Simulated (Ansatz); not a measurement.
GeRh:
Space group Pnma (No. 62); a = 5.6594 Å, b = 3.2582 Å, c = 6.4352 Å, α = β = γ = 90.00°

```
atom  site  symmetry       x       y       z
----  ----  --------  ------  ------  ------
Rh      4c       .m.  0.0053  0.2500  0.7980
Ge      4c       .m.  0.1919  0.2500  0.4368
```

This is the PBEsol-relaxed structure.

Question: All from PBEsol in the plane-wave PAW code Ansatz, unless another level is named. Predict the electronic character.

Answer: metallic (no gap).

Question: What about the density of states at the Fermi level?

Answer: 0.54 states/eV per atom (mean over ±0.08 eV).

Question: Next, the formation energy from the elements (no fitted shifts)?

Answer: -57 kJ/mol of atoms.

Question: Predict the gap with spin–orbit coupling.

Answer: none (metallic).

The workflow started from an entry of the Crystallography Open Database (COD). Its standing as an ambient phase is unchecked. The PBEsol relaxation kept the symmetry of its start; its stability against distortions is not shown here. The run is not spin-polarised. The references are the lowest solids computed at this level, not always the standard phases. Spin–orbit coupling is left out wherever it is not named.

Potentials: the later of the program's two PAW sets.
